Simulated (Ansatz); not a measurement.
An Ansatz input:

```yaml
crystal:
  lattice:
    - [0.0, 2.5538707878, 2.5538707878]
    - [2.5538707878, 0.0, 2.5538707878]
    - [2.5538707878, 2.5538707878, 0.0]
  atoms:
    - { symbol: "Y", position: [0.0, 0.0, 0.0] }
hamiltonian:
  xc: r2scan
  pseudopotentials:
    kind: paw
    azcp:
      "Y": "pseudopotentials/Y.paw.azcp"
basis:
  ecutwfc: 500
  fft_grid_basis: typed
kpoints:
  mp_grid: { grid: [17, 17, 17], shift: [0, 0, 0] }
magnetization:
  spin_polarized: false
scf:
  occupations: { method: fermi_dirac, width: 0.1 }
```

and its output:

```
Engine: ansatz 0.2.0, x86_64-unknown-linux-gnu
Pseudopotentials: kind: paw
Pseudopotential: Y, paw, valence charge 11, recommended cutoff 500 eV (meta_gga) 
Functional definition: r2SCAN
  parameter k0 = 0.174
  parameter k1 = 0.065
  parameter a1 = 4.9479
  exchange = r2scan_x(k0 = k0, k1 = k1, a1 = a1)
  correlation = r2scan_c
Crystal: 1 atoms, lattice volume = 33.314 Å³
Basis set: ecut = 500 eV, 869 PW (Γ), exchange–correlation on 108×108×108 points (64 copies of the dense FFT grid, shifted against one another)
Bands: 10, of which v1, the nominal top of the filled ones, is band 6 counted from 1 (5 counted from 0)
Symmetry: 48 space group operations
Space group: Fm-3m (ITA 225), of the structure as read, at distance tolerance 3.2e-5 Å
k-points: 165 of 4913
Non-local potential: Y, projectors of the file, l = 0: 3, l = 1: 2, l = 2: 2, l = 3: 1
PAW form: soft (Blöchl's): semilocal exchange-correlation on the pseudo side does not see the compensation charge
PAW frozen core: Y, regenerated for the run's functional (the file was generated under x = pbe(κ = 0.804, μ = 0.2195149727645171), c = pbe(β = 0.06672455060314922))
PAW one-centre angular grid: Y, 590 points (default); XC on 160 Gauss nodes
Initial density: superposition of atomic densities (neutral atoms: chi_scale 0, normalization atom), corrected by the library's trained network
Initial wavefunctions: pseudopotential atomic-orbital guess
Functional: x = r2scan, c = r2scan; τ floored in thin density (d = 2e-4 eV/Å³)
SCF iter   1: F=—  HF=-3859.662952 eV  |F-HF|=—  |Δ(HF+E_count)|=         —  Δρ=4.42e-3  dr2=4.00e-3  dr2_τ=1.46e-3  ethr=1.77e-3  ⟨swp⟩=5.0  Hψ=9503  notcnv=0
SCF iter   2: F=—  HF=-3859.686012 eV  |F-HF|=—  |Δ(HF+E_count)|=   2.31e-2  Δρ=2.77e-3  dr2=1.64e-3  dr2_τ=7.04e-5  ethr=3.63e-5  ⟨swp⟩=2.0  Hψ=4450  notcnv=0
SCF iter   3: F=—  HF=-3859.686798 eV  |F-HF|=—  |Δ(HF+E_count)|=   7.86e-4  Δρ=2.55e-4  dr2=2.40e-5  dr2_τ=6.42e-6  ethr=1.50e-5  ⟨swp⟩=2.0  Hψ=2387  notcnv=0
SCF iter   4: F=—  HF=-3859.686865 eV  |F-HF|=—  |Δ(HF+E_count)|=   6.73e-5  Δρ=1.08e-4  dr2=2.90e-6  dr2_τ=1.73e-7  ethr=2.18e-7  ⟨swp⟩=2.0  Hψ=2582  notcnv=0
SCF iter   5: F=—  HF=-3859.686869 eV  |F-HF|=—  |Δ(HF+E_count)|=   4.25e-6  Δρ=2.68e-5  dr2=1.21e-7  dr2_τ=6.21e-9  ethr=2.63e-8  ⟨swp⟩=2.1  Hψ=2486  notcnv=0
SCF iter   6: F=-3859.686869 eV  HF=-3859.686869 eV  |F-HF|=6.28e-9  |Δ(HF+E_count)|=   3.29e-7  Δρ=5.05e-6  dr2=6.30e-9  dr2_τ=1.50e-10  ethr=9.09e-10  ⟨swp⟩=2.0  Hψ=3233  notcnv=0
SCF 1 converged in 6 iterations: F = -3859.686869 eV  dr2 = 6.30e-9
SCF converged after 6 iterations
Free energy (F): -3859.686869 eV
Harris-Foulkes:  -3859.686869 eV  (|F-HF|=6.28e-9)
Internal energy: -3859.631610 eV  (E = F + TS)
E sigma→0 (E₀):  -3859.659240 eV
Entropy (-TS):   -0.055260 eV (-55.260 meV/atom)
Fermi energy:    9.271401 eV
--- Per-component energies (eV) ---
  E_band       = -131.659933
  E_kinetic    = 303.835144
  E_local      = -617.825254  (includes V_loc(G=0)·N_el)
  E_nonlocal   = 49.913100
  E_hartree    = 195.439627
  E_xc         = -167.189967
  E_vxc        = -220.983409  (∫ρ·V_xc dr)
  E_paw        = -2841.654306  (= ΣΔE_a)
  E_vpaw       = -49.613213  (= ΣTr[D̂ρ^β])
  E_aug_tail   = 0.000003  (compensation charges beyond the density's cutoff)
  E_vtau       = 12.133844  (kinetic-family band-sum trace: ∫τ·v_τ [+ j·A + Jᵃ·Aᵃ] dr)
  E_ewald      = -781.996004
  E_core_change = -0.153953  (= ΣΔE_core)
  E_smearing   = -0.055260  (= −TS)
  E_closure    = 0.000000  (closes the sum)
  Σ components = -3859.686869   (vs F -3859.686869, Δ=0.00e0)
```

Launched by

```sh
ansatz run input.yaml --threads 1 --pin off --max-ram 3584MiB --backend cpu --events-out ev --progress --plain --runs-dir out
```

On 1 thread of Intel(R) Xeon(R) Platinum 8259CL CPU @ 2.50GHz (Skylake/Cascade Lake) (shared host) this took about 6.9 s of wall time and 6.8 s of CPU time.
